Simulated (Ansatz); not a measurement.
**AlB2Ru3: from a guess to a relaxed structure**

Computed with Ansatz, DFT PBE, scalar-relativistic, plane waves, PAW. Cutoff 420 eV, Gaussian smearing, Γ-centred meshes. Cell and atoms relax first on a coarse mesh and then on a finer one. In between, the cell is made exact in the group found at 0.06 Å. In metals the finer mesh still leaves noise of several meV/atom or more. The steps can't lower the symmetry of their start. No spin polarisation in the relaxation; trial moments died out in a coarse test.

The guess for AlB2Ru3 was made by a generator: random cell by space group and Wyckoff sites (P4/mmm, No. 123). Its size is a rough estimate.

```
Al B Ru
1.0
     3.50582    0.00000    0.00000
     0.00000    3.50582    0.00000
     0.00000    0.00000    6.29582
Al B Ru
1 2 3
Direct
  0.50000 0.50000 0.00000
  0.50000 0.00000 0.50000
  0.00000 0.50000 0.50000
  0.00000 0.00000 0.50000
  0.00000 0.00000 0.85001
  0.00000 0.00000 0.14999
```

Energies over the elements count from the elements' standard structures at the same level, with no fitted energy shifts.

Task: Describe the relaxed structure.

Result: The symmetry stays P4/mmm (No. 123). The volume per atom grows by 36.7 %, from 12.9 to 17.6 Å³. The shortest distance goes from 1.75 Å (B–Ru) to 1.92 Å (B–Ru). The energy falls by about 0.95 eV/atom (the start's value is from the coarse mesh). Conventional cell: a = 3.838 Å, c = 7.181 Å. Around Al lie 8 Ru at 2.93 Å; around B lie 2 Ru at 1.92 Å; Ru on a site of symmetry 4/mmm has 4 B at 1.92 Å and 2 Ru at 2.48 Å; around Ru on a site of symmetry 4mm lie 1 Ru at 2.21 Å, 1 Ru at 2.48 Å and 4 Al at 2.93 Å.

```
Al B Ru
1.0
     3.83835    0.00000    0.00000
     0.00000    3.83835    0.00000
     0.00000    0.00000    7.18141
Al B Ru
1 2 3
Direct
  0.50000 0.50000 0.00000
  0.50000 0.00000 0.50000
  0.00000 0.50000 0.50000
  0.00000 0.00000 0.50000
  0.00000 0.00000 0.84589
  0.00000 0.00000 0.15411
```

Task: How does it come out in energy, and is it a metal?

Result: The formation energy is +1.32 eV/atom and the gap on the 10×10×6 mesh of the 6-atom cell is 0 eV (a metal).

A positive value: parting into the elements would lower its energy.

The last run used Gaussian smearing of 0.10 eV. A structure relaxed within its symmetry needn't be a true minimum. Another cell of AlB2Ru3 relaxed alike, in P4/mmm, lies 1.46 eV/atom lower, so this cell isn't the stable form at this level.
